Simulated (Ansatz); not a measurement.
CoSi2 (fluorite type, space group Fm-3m)

```
CoSi2
1.0
    0.00000     2.68017     2.68017
    2.68017     0.00000     2.68017
    2.68017     2.68017     0.00000
Co Si
1 2
Direct
  0.00000   0.00000   0.00000
  0.25000   0.25000   0.25000
  0.75000   0.75000   0.75000
```

The slice is a {111} plane (indices of the conventional cell) through the point (0.750, 0.750, 0.750) (fractional), spanned by u = [100] and v = [-1 2 0] in vectors of this cell: u (3.79 Å) and v (6.57 Å, at 90° to u). It covers one period; positions are fractions (u, v).

Level of theory: PBE (plane waves to 420 eV, PAW, scalar-relativistic; Ansatz, a quantum-chemistry and plane-wave program). k mesh 15×15×15. Inside the PAW spheres the values are not all-electron values, and peaks at nuclei hang on which shells count as valence. CoSi2 is run without spin polarisation. CoSi2 was relaxed with its symmetry unable to fall. The PAW data are Ansatz's earlier set.

Problem. Sketch the electron localisation function (ELF) on this plane as a map.

Solution. 
```
|xxxx22557766442222224466775522xx|
|xx444466664422111111224466664444|
|88887766553311000000113355667788|
|99998866442211000000112244668899|
|77776655332200000000002233556677|
|33333333222211000000112222333333|
|11111122222222111111222222221111|
|11111111223333333333333322111111|
|11111111335555555555555533111111|
|11111122557788666666887755221111|
|11111133779988664466889977331111|
|1111225599997733xx33779999552211|
|11224477998855xxxxxx558899774422|
|223344778866xxxxxxxxxx6688774433|
|22224466775522xxxxxx225577664422|
|1111224466664444xx44446666442211|
|00001133556677888888776655331100|
|00001122446688999999886644221100|
|00000022335566777777665533220000|
|00001122223333333333333322221100|
|11112222222211111111112222222211|
|33333333221111111111111122333333|
|55555555331111111111111133555555|
|66668877552211111111112255778866|
|44668899773311111111113377998866|
|xx337799995522111111225599997733|
|xxxx55889977442211224477998855xx|
|xxxxxx6688774433223344778866xxxx|
```
Scale: ten equal steps from 0.11 (start of '0') to 0.73 (end of '9'), in the order '0123456789'. Values: electron localisation function (ELF). The map has 16 points along u (two characters each, u = 0 at the left) and 28 along v (v = 0 in the bottom row). Points within 0.5 Å of a nucleus are blanked (x), as the pseudised field means little there.
